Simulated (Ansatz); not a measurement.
Ansatz input

```yaml
crystal:
  lattice:
    - [-1.881569717, 1.881569717, 1.881569717]
    - [1.881569717, -1.881569717, 1.881569717]
    - [1.881569717, 1.881569717, -1.881569717]
  atoms:
    - { symbol: Hg, position: [0.0, 0.0, 0.0] }
hamiltonian:
  xc: r2scan
  pseudopotentials:
    kind: paw_fr
    azcp:
      Hg: "pseudopotentials/Hg.paw.azcp"
basis:
  ecutwfc: 500
  fft_grid_basis: typed
kpoints:
  mp_grid: { grid: [12, 12, 12], shift: [0, 0, 0] }
magnetization:
  noncollinear: true
  spin_orbit: true
scf:
  occupations: { method: fermi_dirac, width: 0.1 }
```

Output

```
Engine: ansatz 0.2.0, x86_64-unknown-linux-gnu
Pseudopotentials: kind: paw_fr
Pseudopotential: Hg, paw_fr, valence charge 20, recommended cutoff 500 eV (meta_gga) 
Functional definition: r2SCAN
  parameter k0 = 0.174
  parameter k1 = 0.065
  parameter a1 = 4.9479
  exchange = r2scan_x(k0 = k0, k1 = k1, a1 = a1)
  correlation = r2scan_c
non-collinear run that drives no moment, with spin-orbit: no starting moment large enough to seed its density (crystal.atoms[].spin), no starting occupations that ask for one, no magnetisation constraint and no magnetic field, so the semilocal B_xc is pinned to zero
Crystal: 1 atoms, lattice volume = 26.645 Å³
Basis set: ecut = 500 eV, 675 PW (Γ), exchange–correlation on 96×96×96 points (64 copies of the dense FFT grid, shifted against one another)
Bands: 28, of which v1, the nominal top of the filled ones, is band 20 counted from 1 (19 counted from 0)
Symmetry: 48 space group operations + 48 with time reversal
Magnetic group: BNS 229.141 (UNI 1643), of the structure as read, at distance tolerance 3.0e-5 Å
k-points: 72 of 1728
Projection manifold: j_resolved (fully-relativistic pseudo-atomic orbitals)
Non-local potential: Hg, projectors of the file, l = 0: 3, l = 1: 4, l = 2: 4, l = 3: 2
PAW form: soft (Blöchl's): semilocal exchange-correlation on the pseudo side does not see the compensation charge
PAW frozen core: Hg, regenerated for the run's functional (the file was generated under x = pbe(κ = 0.804, μ = 0.2195149727645171), c = pbe(β = 0.06672455060314922))
PAW one-centre angular grid: Hg, 590 points (default); XC on 160 Gauss nodes
Initial density: superposition of atomic densities (chi_scale 0.1, normalization cell)
Initial wavefunctions: pseudopotential atomic-orbital guess
Functional: x = r2scan, c = r2scan; τ floored in thin density (d = 2e-4 eV/Å³)
iter 1 solved again at ethr=1.55e-4 eV; its pass at ethr=3.10e-3 eV (dr2=3.11e-2 eV) is discarded
SCF iter   1: F=—  HF=-13802.891795 eV  |F-HF|=—  |Δ(HF+E_count)|=         —  Δρ=1.20e-2  dr2=3.16e-2  dr2_τ=1.11e-3  dr2_m=0.00e0 (ungated)  ethr=1.55e-4  |M|=0.00e0 ∫|m|=0.00e0 μB  |m|>n=0.0e0 m-floor=0.0e0 τ_xc=0.0e0  β_m=0.30  ⟨swp⟩=1.3  Hψ=6163  notcnv=0
spin=Noncollinear: Kerker preconditioning applied to the charge; magnetization (m_x, m_y, m_z) channels mix plain (no charge-response kernel on spin).
SCF iter   2: F=—  HF=-13802.891335 eV  |F-HF|=—  |Δ(HF+E_count)|=   4.61e-4  Δρ=8.94e-3  dr2=1.79e-2  dr2_τ=1.72e-4  dr2_m=0.00e0 (ungated)  ethr=1.55e-4  |M|=0.00e0 ∫|m|=0.00e0 μB  |m|>n=0.0e0 m-floor=0.0e0 τ_xc=0.0e0  β_m=0.65  ⟨swp⟩=1.0  Hψ=1010  notcnv=0
SCF iter   3: F=—  HF=-13802.891964 eV  |F-HF|=—  |Δ(HF+E_count)|=   6.30e-4  Δρ=1.77e-3  dr2=8.72e-4  dr2_τ=1.31e-5  dr2_m=0.00e0 (ungated)  ethr=8.96e-5  |M|=0.00e0 ∫|m|=0.00e0 μB  |m|>n=0.0e0 m-floor=0.0e0 τ_xc=0.0e0  β_m=0.82  ⟨swp⟩=2.4  Hψ=1484  notcnv=0
SCF iter   4: F=—  HF=-13802.892327 eV  |F-HF|=—  |Δ(HF+E_count)|=   3.63e-4  Δρ=7.21e-4  dr2=8.94e-5  dr2_τ=3.44e-6  dr2_m=0.00e0 (ungated)  ethr=4.36e-6  |M|=0.00e0 ∫|m|=0.00e0 μB  |m|>n=0.0e0 m-floor=0.0e0 τ_xc=0.0e0  β_m=0.83  ⟨swp⟩=2.0  Hψ=1438  notcnv=0
SCF iter   5: F=—  HF=-13802.892345 eV  |F-HF|=—  |Δ(HF+E_count)|=   1.78e-5  Δρ=1.52e-4  dr2=3.41e-6  dr2_τ=1.69e-7  dr2_m=0.00e0 (ungated)  ethr=4.47e-7  |M|=0.00e0 ∫|m|=0.00e0 μB  |m|>n=0.0e0 m-floor=0.0e0 τ_xc=0.0e0  β_m=0.91  ⟨swp⟩=2.7  Hψ=1675  notcnv=0
SCF iter   6: F=—  HF=-13802.892352 eV  |F-HF|=—  |Δ(HF+E_count)|=   7.61e-6  Δρ=3.86e-5  dr2=2.59e-7  dr2_τ=5.29e-9  dr2_m=0.00e0 (ungated)  ethr=1.71e-8  |M|=0.00e0 ∫|m|=0.00e0 μB  |m|>n=0.0e0 m-floor=0.0e0 τ_xc=0.0e0  β_m=0.96  ⟨swp⟩=2.0  Hψ=1451  notcnv=0
SCF iter   7: F=-13802.892353 eV  HF=-13802.892353 eV  |F-HF|=2.35e-8  |Δ(HF+E_count)|=   4.17e-7  Δρ=7.79e-6  dr2=9.90e-9  dr2_τ=1.54e-10  dr2_m=0.00e0 (ungated)  ethr=5.00e-10  |M|=0.00e0 ∫|m|=0.00e0 μB  |m|>n=0.0e0 m-floor=0.0e0 τ_xc=0.0e0  ⟨swp⟩=2.7  Hψ=2073  notcnv=0
SCF 1 converged in 7 iterations: F = -13802.892353 eV  dr2 = 9.90e-9
SCF converged after 7 iterations
Magnetization: |M| = 0.0000 μB,  M = (+0.0000, +0.0000, +0.0000) μB
Absolute magnetization: 0.0000 μB (∫|m|)
  site 0: m = (+0.0000, +0.0000, +0.0000) μB, |m| = 0.0000 μB  (R = 1.34 Å)
Free energy (F): -13802.892353 eV
Harris-Foulkes:  -13802.892353 eV  (|F-HF|=2.35e-8)
Internal energy: -13802.883983 eV  (E = F + TS)
E sigma→0 (E₀):  -13802.888168 eV
Entropy (-TS):   -0.008370 eV (-8.370 meV/atom)
Fermi energy:    12.468124 eV
--- Per-component energies (eV) ---
  E_band       = -454.885710
  E_kinetic    = 605.601249
  E_local      = -2679.644700  (includes V_loc(G=0)·N_el)
  E_nonlocal   = 58.638265
  E_hartree    = 1143.238420
  E_xc         = -208.753035
  E_vxc        = -290.779288  (∫ρ·V_xc dr)
  E_paw        = -9936.694060  (= ΣΔE_a)
  E_vpaw       = -455.473672  (= ΣTr[D̂ρ^β])
  E_aug_tail   = 0.000354  (compensation charges beyond the density's cutoff)
  E_vtau       = 20.296096  (kinetic-family band-sum trace: ∫τ·v_τ [+ j·A + Jᵃ·Aᵃ] dr)
  E_ewald      = -2785.103896
  E_core_change = -0.166580  (= ΣΔE_core)
  E_smearing   = -0.008370  (= −TS)
  E_closure    = -0.000000  (closes the sum)
  Σ components = -13802.892353   (vs F -13802.892353, Δ=0.00e0)
```

Command:

```sh
ansatz run input.yaml --threads 1 --pin off --max-ram 3584MiB --backend cpu --events-out ev --progress --plain --runs-dir out
```

On 1 thread of Intel(R) Xeon(R) Platinum 8259CL CPU @ 2.50GHz (Skylake/Cascade Lake) (shared host) this took about 18 s of wall time and 18 s of CPU time.
